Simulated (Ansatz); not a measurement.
SiGe:
```yaml
crystal:
  lattice:
    - [3.95964, 0.00000, 0.00000]
    - [0.00000, 3.96618, 0.00000]
    - [0.00000, 0.00000, 5.59580]
  atoms:
    - { symbol: Si, position: [0.75000, 0.00000, 0.88093] }
    - { symbol: Si, position: [0.25000, 0.00000, 0.11907] }
    - { symbol: Ge, position: [0.25000, 0.50000, 0.36856] }
    - { symbol: Ge, position: [0.75000, 0.50000, 0.63144] }
```

Relaxed with PBE. Special points in fractions of this cell's reciprocal vectors: Γ (0.000, 0.000, 0.000); X (0.500, 0.000, 0.000); S (0.500, 0.500, 0.000); Y (0.000, 0.500, 0.000); Z (0.000, 0.000, 0.500); U (0.500, 0.000, 0.500); R (0.500, 0.500, 0.500); T (0.000, 0.500, 0.500).

Problem. List the band energies nearest the valence-band maximum at these points for plane-wave PAW PBE (Ansatz code).

Solution. In eV from the valence-band maximum; about four levels below and three above (degenerate sets whole), none deeper than 8.9 eV; points with the same levels are listed once.

```
k                    below                above
-  -----------------------  -------------------
Γ   -2.95 -0.13 -0.06 0.00       0.60 0.81 1.35
X  -3.72 -3.72 -1.45 -1.45  2.15 2.15 4.52 4.52
S  -3.00 -3.00 -2.84 -2.84  0.42 0.42 1.07 1.07
Y  -3.83 -3.64 -1.76 -1.12       1.81 2.51 4.48
Z  -2.25 -2.03 -1.92 -1.66       0.75 1.27 2.88
U  -1.34 -1.34 -1.31 -1.31  0.69 0.69 3.44 3.44
R  -3.82 -3.82 -3.77 -3.77  4.20 4.20 4.43 4.43
T  -1.69 -1.36 -1.28 -0.94       0.27 1.13 3.09
```

Space group Pmma. The start of the workflow was typed in or built on a structure type; neither database checked (COD, Materials Project) lists it. Whether it is the stable phase at ambient conditions was not checked. Symmetry was held in the PBE relaxation; its stability against distortions is not shown here. Scalar-relativistic: spin–orbit coupling is off unless named, which matters more the heavier the elements.

Potentials: the later of the program's two PAW sets.
